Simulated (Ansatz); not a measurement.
## Mg3CdSe4: computed properties

These are results of DFT PBE, scalar-relativistic, plane waves, PAW in Ansatz, not measurements.

Cutoff 420 eV; k points 10×10×4 on the computed 8-atom cell (Γ-centred); Gaussian smearing, width 0.02 eV; no spin polarisation.

The structure is relaxed at this level of theory with its symmetry kept, and needn't be the ground state of this composition.

Space group P4/mmm (No. 123), tetragonal, a = 3.940 Å, c = 11.169 Å. Mg on a site of symmetry 4mm is surrounded by 6 Se at 2.75–2.83 Å; Mg on a site of symmetry 4/mmm is surrounded by 6 Se at 2.73–2.79 Å; Cd is surrounded by 6 Se at 2.79–2.86 Å; Se on a site of symmetry 4mm has 5 Mg at 2.73–2.79 Å and 1 Cd at 2.86 Å; Se on a site of symmetry 4/mmm has 6 Mg at 2.75–2.79 Å; Se on a second site of symmetry 4/mmm has 4 Cd at 2.79 Å and 2 Mg at 2.83 Å.

```json
{
  "Volume per atom": "21.68 Å³",
  "Formation energy from the elements' standard states (uncorrected)": "-1.040 eV/atom",
  "Kohn–Sham band gap": "0.39 eV",
  "Orbital (Löwdin) character of the top 1 eV of the valence band": "Se 4p 95 %",
  "Orbital (Löwdin) character of the lowest 1 eV of the conduction band": "Cd 5s 51 %, Se 4p 20 %, Mg 3s 19 %, unprojected 7 %",
  "Electronic dielectric constant xx, yy, zz (independent particles)": "8.5, 8.5, 8.3",
  "Bader charge by site (e)": "Mg (2 in the cell) 1.63, Mg (1 in the cell) 1.63, Cd (1 in the cell) 0.80, Se (2 in the cell) -1.51, Se (1 in the cell) -1.63, Se (1 in the cell) -1.06"
}
```

The cell was found from a structure generator's guess, not taken from experiment. Kohn–Sham gaps at this level usually fall short of measured ones. Löwdin shares on free-atom orbitals overweight diffuse shells in the empty bands.
